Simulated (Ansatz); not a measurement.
Clean, relaxed (100) surface of TiN, space group Fm-3m (No. 225) (top face towards +c; atoms held fixed, by place in the list: 1, 2, 3, 4):

```
CELL_PARAMETERS angstrom
2.97263 0.00000 0.00000
0.00000 2.97263 0.00000
0.00000 0.00000 23.30590
ATOMIC_POSITIONS crystal
Ti 0.50000 0.50000 0.36471
N 0.00000 0.00000 0.36471
Ti 0.00000 0.00000 0.45490
N 0.50000 0.50000 0.45490
Ti 0.50000 0.50000 0.54509
N 0.00000 0.00000 0.54562
Ti 0.00000 0.00000 0.63064
N 0.50000 0.50000 0.63756
```

All numbers below come from Ansatz 0.2.0, DFT PBEsol, scalar-relativistic, plane waves, PAW. Settings: cutoff 420 eV, Γ-centred mesh 10×10×1 on the computed 8-atom cell, Gaussian smearing of 0.10 eV; no spin polarisation. The cell repeats along c with a dipole correction in the vacuum.

H (atom) is adsorbed on the top face, one adsorbate per 8.8 Å², and relaxed from 3 starting sites (fractions of a and b). E_ads counts from the clean slab and the free adsorbate (spin-polarised where it has unpaired electrons); negative means bound. Heights count from the highest slab atom after relaxation. Δφ is the top face's. Δp counts per cell along +c. Bonded neighbours lie within 1.25 times the sum of covalent radii (1.35 for H) and, on that scale, within 12 % of the closest. With the adsorbate the cell is lengthened along c to keep the vacuum.

```
                         start ends at E_ads (eV) height (Å) shortest contact  Δφ (eV)  Δp (e·Å)
       top (N) at (0.50, 0.50) (0.50, 0.50), 1 bonded neighbour (N)       -1.55        1.05        H–N 1.05 Å    -0.36    +0.024
hollow (Ti-Ti) at (0.00, 0.50) (0.00, 0.50), 2 bonded neighbours (Ti)       -1.54        1.32       H–Ti 1.99 Å    +2.62    -0.126
 bridge (N-Ti) at (0.25, 0.75) (0.12, 0.88), 1 bonded neighbour (Ti)       -1.57        1.63       H–Ti 1.73 Å    +3.71    -0.181
```

Among the sites tried, the lowest end comes from the bridge (N-Ti) at (0.25, 0.75) start; the top (N) at (0.50, 0.50) start ended within 0.02 eV of it, though not always at the same place; other sites may lie lower.

Each end is the local minimum or symmetric point that its start leads to. The slab is only 6.3 Å thick, so the energies aren't converged with thickness.

For at least one of the starts the bottom face's work function also shifts by over 0.1 eV: the slab is too thin to screen the adsorbate, so the work functions aren't converged with thickness.

Spin polarisation was left out, and a magnetic state may lie lower.